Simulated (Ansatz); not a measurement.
With PBEsol in the plane-wave PAW code Ansatz, Au in the diamond structure (Fd-3m) relaxes to a = 6.027 Å. Au has 4 nearest neighbours from 2.61 Å (tetrahedral).

Electronic character: metallic (no gap). Gap from PBEsol with spin–orbit coupling: none (metallic).

An equation-of-state fit gives a bulk modulus of 68.2 GPa. The relaxed-ion elastic constants in GPa are C11 = 59.8, C12 = 72.7, C44 = -10.1. The highest mode at Γ lies at 131 cm⁻¹.

The start of the workflow was typed in or built on a structure type; neither database checked (COD, Materials Project) lists it. It is not the phase usual at ambient conditions (space group No. 225). Symmetry was held in the PBEsol relaxation. At this level the phase is mechanically unstable. As this level gives no gap, shear constants depend on the k-mesh and smearing (Fermi–Dirac, 0.1 eV here). As this level gives no gap, phonon frequencies hold no LO–TO term and depend on the k-mesh and smearing (Fermi–Dirac, 0.1 eV here). Spin–orbit coupling is left out wherever it is not named.

Potentials: the earlier of the program's two PAW sets. The files were generated under PBE; for other functionals the program regenerates the frozen cores, and for LDA and PBEsol the local potential too.
